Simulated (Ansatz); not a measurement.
# Convergence test, VN₂

Computed with DFT PBEsol, scalar-relativistic, plane waves, PAW (Ansatz).

```
CELL_PARAMETERS angstrom
-2.19202 2.19918 2.48066
2.15573 -2.21829 2.46583
2.16030 2.18657 -2.49716
ATOMIC_POSITIONS crystal
V 0.21657 0.22596 0.95640
V 0.73531 0.74276 0.97803
N 0.10909 0.61171 0.71499
N 0.62785 0.88406 0.49312
N 0.86686 0.35896 0.24898
N 0.36632 0.10696 0.49915
```

```json
{"Γ-centred k-mesh": "10×10×10", "occupation rule": "Gaussian smearing, 0.1 eV", "spin treatment": "unpolarised", "valence charge of the PAW sets": "V 13, N 5"}
```

The atoms stay fixed while the plane-wave cutoff is varied. ΔE is the energy extrapolated to zero smearing, less that of the reference run (600 eV). The cell was strained and its atoms displaced at random, so that forces don't vanish. Pressure is positive in compression and holds a correction for the finite cutoff (Pulay stress).

Times are rough; the reference took 3.1 min on 1 thread of Intel(R) Xeon(R) Processor @ 2.50GHz (Skylake/Cascade Lake) (shared host), peak memory 1.1 GiB.

(1) Tried: 200, 250, 300, 350, 420, 600 eV. From which plane-wave cutoff on does the energy per atom stay within 100, 10 and 1 meV of the reference?

Answers

(1) 350 for 100 meV, 420 for 10 meV, none but the reference for 1 meV. The reference itself isn't shown to be converged. At 420 eV, where the energy is within 10 meV, force components already agree to within 0.001 eV/Å, where the largest force is 2.917 eV/Å.

| cutoff (eV) | ΔE (meV/atom) | P (GPa) | largest change of a force component (eV/Å) | plane waves at Γ | wall time (s) |
| --- | --- | --- | --- | --- | --- |
| 200 | 4347 | -30.25 | 3.112 | 305 | 63 |
| 250 | 1163 | -16.87 | 1.004 | 407 | 76 |
| 300 | 259 | -13.85 | 0.151 | 565 | 93 |
| 350 | 47.9 | -14.39 | 0.020 | 693 | 95 |
| 420 | 3.92 | -14.89 | 0.001 | 921 | 110 |
| 600 | 0.00 | -14.93 | 0.000 | 1555 | 180 |

7 further runs of this set didn't finish or converge.